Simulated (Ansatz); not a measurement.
**Electric field gradients in ZnS**

The cell is a computed structure from the Materials Project (it need not be an observed phase), taken as it stands.

Space group P6_3mc (No. 186); a = 3.8084, c = 24.8910 Å, γ = 120.00°.

| site | Wyckoff | site symmetry | x | y | z |
| --- | --- | --- | --- | --- | --- |
| Zn1 | 2b | 3m. | 0.3333 | 0.6667 | 0.7499 |
| Zn2 | 2b | 3m. | 0.3333 | 0.6667 | 0.1248 |
| Zn3 | 2a | 3m. | 0.0000 | 0.0000 | 0.0000 |
| Zn4 | 2b | 3m. | 0.6667 | 0.3333 | 0.8753 |
| S9 | 2a | 3m. | 0.0000 | 0.0000 | 0.5937 |
| S10 | 2b | 3m. | 0.6667 | 0.3333 | 0.9690 |
| S11 | 2b | 3m. | 0.3333 | 0.6667 | 0.2185 |
| S12 | 2b | 3m. | 0.6667 | 0.3333 | 0.3439 |

One atom of each set is listed.

Computed with Ansatz: DFT, PBE, plane waves and PAW (field gradients read without the response of the frozen cores, which leaves them typically 4 to 6 % off), scalar-relativistic, 420 eV cutoff, Γ-centred 8×8×2 k-points, Fermi–Dirac smearing 0.02 eV.

Conventions: |V_zz| ≥ |V_yy| ≥ |V_xx|, η = (V_xx − V_yy)/V_zz, C_Q = eQV_zz/h.

Zn-67: I = 5/2, Q = 122.0 mb; ³³S: I = 3/2, Q = -69.40 mb. Q values from Pyykkö, Mol. Phys. 116, 1328 (2018).

**Question.** Give the quadrupolar parameters of the distinct sites.

**Answer.** 

| site | atoms | first shell | V_xx, V_yy, V_zz (10²¹ V/m²) | η | C_Q (MHz) |
| --- | --- | --- | --- | --- | --- |
| Zn1 | 2 | 4 S at 2.33–2.34 Å | 0.002, 0.002, -0.004 | 0.00 | -0.012 |
| Zn2 | 2 | 4 S at 2.33 Å | -0.032, -0.032, 0.065 | 0.00 | 0.191 |
| Zn3 | 2 | 4 S at 2.33 Å | -0.015, -0.015, 0.030 | 0.00 | 0.090 |
| Zn4 | 2 | 4 S at 2.33 Å | -0.012, -0.012, 0.024 | 0.00 | 0.070 |
| S9 | 2 | 4 Zn at 2.33 Å | 0.027, 0.027, -0.054 | 0.00 | 0.090 |
| S10 | 2 | 4 Zn at 2.33 Å | 0.015, 0.015, -0.031 | 0.00 | 0.051 |
| S11 | 2 | 4 Zn at 2.33 Å | -0.041, -0.041, 0.082 | 0.00 | -0.138 |
| S12 | 2 | 4 Zn at 2.33–2.34 Å | -0.11, -0.11, 0.22 | 0.00 | -0.371 |

An axis of threefold or higher order runs through Zn1, Zn2, Zn3, Zn4, S9 and S10 and others, so V_zz lies along it and η is zero.
